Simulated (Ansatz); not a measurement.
# Phonons of CrB-type SrSi

Level of theory: DFT, PBEsol, scalar-relativistic, no spin polarisation; plane waves to 420 eV with PAW datasets (Ansatz 0.2.0), Gaussian smearing of 0.15 eV; PAW files: Ansatz's generated set soft_2.

```xyz
4
Lattice="2.3783 -5.6093 0.0000 2.3783 5.6093 0.0000 0.0000 0.0000 4.0078" Properties=species:S:1:pos:R:3 pbc="T T T"
Sr    2.3783   -4.0473    1.0020
Sr    2.3783    4.0473    3.0059
Si    2.3783   -0.7198    1.0020
Si    2.3783    0.7198    3.0059
```

The start was a prototype's sites filled with these elements; the Crystallography Open Database holds the compound in this structure.

Force constants come from finite displacements in a 2×2×2 supercell (the unit cell's 8×8×8 k-mesh, folded to it); the long-range dipole term is not included. Points in reciprocal vectors of this cell: Γ = (0.000, 0.000, 0.000), Y = (-0.500, 0.500, 0.000), C0 = (-0.295, 0.705, 0.000), Σ0 = (0.295, 0.295, 0.000), Z = (0.000, 0.000, 0.500), A0 = (0.295, 0.295, 0.500), E0 = (-0.295, 0.705, 0.500), T = (-0.500, 0.500, 0.500), S = (0.000, 0.500, 0.000), R = (0.000, 0.500, 0.500).

Frequencies at the named points (cm⁻¹, imaginary ones negative):
```
point                                         ω (cm⁻¹)
    Γ        0 0 0 109 114 129 169 177 182 205 338 352
    Y       56 66 97 97 98 116 168 171 180 207 328 354
   C0     84 98 99 104 107 135 160 170 198 209 328 353
   Σ0     84 98 99 104 107 135 160 170 198 209 328 353
    Z  100 100 112 112 130 130 189 189 195 195 306 306
   A0  100 100 108 108 130 130 189 189 203 203 313 313
   E0  100 100 108 108 130 130 189 189 203 203 313 313
    T    96 96 113 113 131 131 187 187 192 192 314 314
    S    89 94 100 104 106 130 158 174 202 211 329 353
    R  100 100 107 107 131 131 190 190 204 204 313 313
```

Is the structure dynamically stable along this path, and where does the spectrum end?

Yes: no branch is imaginary beyond numerical noise. The highest frequency is 354 cm⁻¹, at Y. Points that don't fit the supercell are interpolated.

What does the harmonic approximation give for the vibrational free energy, entropy and heat capacity?

Zero-point energy 31.5 meV/atom.
```csv
T (K),F_vib (meV/atom),S (J/K per mole of atoms),C_V (J/K per mole of atoms)
100,27.3,11.3,15.9
200,8.2,24.6,21.7
300,-22.3,33.7,23.4
400,-60.9,40.6,24.0
500,-105.9,46.0,24.3
600,-155.9,50.4,24.5
700,-210.2,54.2,24.6
800,-268.1,57.5,24.7
900,-329.3,60.4,24.8
1000,-393.3,63.0,24.8
```

The highest mode, 354 cm⁻¹, is worth 510 K. At 300 K the heat capacity has reached 94 % of the classical limit 3R = 24.9 J/K per mole of atoms: a mode at k_BT already holds 92 % of its classical share, and one at 1.5 k_BT 83 %.

The crystal is a metal or nearly so; low and unstable modes depend on mesh and smearing.

Run time: 6 min on 4 threads of Arm Neoverse V2 (shared host), peak memory 5 GiB.
